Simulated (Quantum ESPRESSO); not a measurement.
# SiMgGa2N4: a curve over strain

Computed values, not a measurement. The program is pw.x of Quantum ESPRESSO 7.5 (plane-wave density functional theory). The cell is made up: 8 atoms on a zincblende/diamond lattice, with randomly drawn elements, strain and displacements, not relaxed. PseudoDojo standard norm-conserving files (v0.5 for PBE, v0.4.1 for LDA and PBEsol) set the functional; there is no spin polarisation, spin-orbit coupling or dispersion term, and the masses in the input are unused placeholders.

Seven runs add a strain to one cell (shear xy, as the tensor component); the atoms follow the cell and are not relaxed. Stress in the table is positive in tension.

Input of the run at -0.0039:

```
&control calculation='scf', pseudo_dir='./dojo.nc.sr.pbe.v0_5.standard.upf', outdir='./o', disk_io='medium', tprnfor=.true., tstress=.true. /
&system ibrav=0, nat=8, ntyp=4, nbnd=36, ecutwfc=84.00895049, nosym=.true., tot_charge=0,
 occupations='smearing', smearing='fd', degauss=0.0018374661
/
&electrons conv_thr=7.350e-09, electron_maxstep=60, /
ATOMIC_SPECIES
Ga 1.0 Ga.upf
Mg 1.0 Mg.upf
N 1.0 N.upf
Si 1.0 Si.upf
CELL_PARAMETERS angstrom
4.6808 -0.0183 0.0
-0.0183 4.6808 0.0
0.0 0.0 4.6808
ATOMIC_POSITIONS angstrom
Si 0.0389 0.0657 -0.0791
Mg 0.1009 2.213 2.4007
Ga 2.3047 -0.0175 2.3806
Ga 2.2543 2.4426 0.0241
N 1.1242 1.0925 1.1609
N 1.4081 3.5161 3.608
N 3.3062 1.1946 3.5312
N 3.5865 3.4808 1.2111
K_POINTS automatic
4 4 4 1 1 1
```

```
added strain  free energy less that of the input shown (eV)  stress xx (GPa)  stress yy (GPa)  stress zz (GPa)  stress xy (GPa)  pressure (GPa)  iterations
     -0.0197                                         0.0286            15.87             9.65            10.55            -3.47          -12.02          12
     -0.0039                                         0.0000            16.29             9.70            10.33             0.31          -12.11          12
     +0.0041                                         0.0124            16.36             9.57            10.15             2.22          -12.03          12
     +0.0066                                         0.0200            16.36             9.51            10.08             2.82          -11.98          12
     +0.0112                                         0.0398            16.34             9.37             9.94             3.93          -11.88          12
     +0.0181                                         0.0799            16.25             9.09             9.70             5.59          -11.68          12
     +0.0230                                         0.1174            16.14             8.85             9.51             6.78          -11.50          12
```

A cubic fit gives a slope of stress xy against the added strain of 239 GPa at zero added strain, with the atoms clamped. Across the table the free energy follows the integral of the stress to within 0.4 meV. A rerun of one of the cells at 1437 eV and a 6 x 6 x 6 mesh moved values by no more than 0.004 eV in energy, 0.02 GPa in stress and 0.004 eV/Å in force.